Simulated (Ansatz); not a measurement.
NaI:
```cif
data_INa
_chemical_formula_sum 'Na1 I1'
_space_group_name_H-M_alt 'P 1'
_space_group_IT_number 1
_cell_length_a 4.61600
_cell_length_b 4.61600
_cell_length_c 4.61600
_cell_angle_alpha 60.000
_cell_angle_beta 60.000
_cell_angle_gamma 60.000
loop_
_space_group_symop_operation_xyz
  'x, y, z'
loop_
_atom_site_label
_atom_site_type_symbol
_atom_site_fract_x
_atom_site_fract_y
_atom_site_fract_z
_atom_site_occupancy
Na1 Na 0.00000 0.00000 0.00000 1
I1 I 0.50000 0.50000 0.50000 1
```

Relaxed with PBE.

### Question
Decompose the optical modes at the zone centre into irreducible representations, and say which are infrared and Raman allowed.

### Answer
Point group m-3m: Γ_opt = T1u. Infrared: T1u. Raman: none.

### Question
Assign frequencies (DFPT, plane-wave PAW PBE (Ansatz code); without the LO–TO term).

### Answer
T1u 103 cm⁻¹.

Space group Fm-3m (rock salt). The cell was relaxed with PBE under the symmetry of its start; phonons on a q-mesh show no instability. Spin–orbit coupling is left out wherever it is not named.

Potentials: the later of the program's two PAW sets.
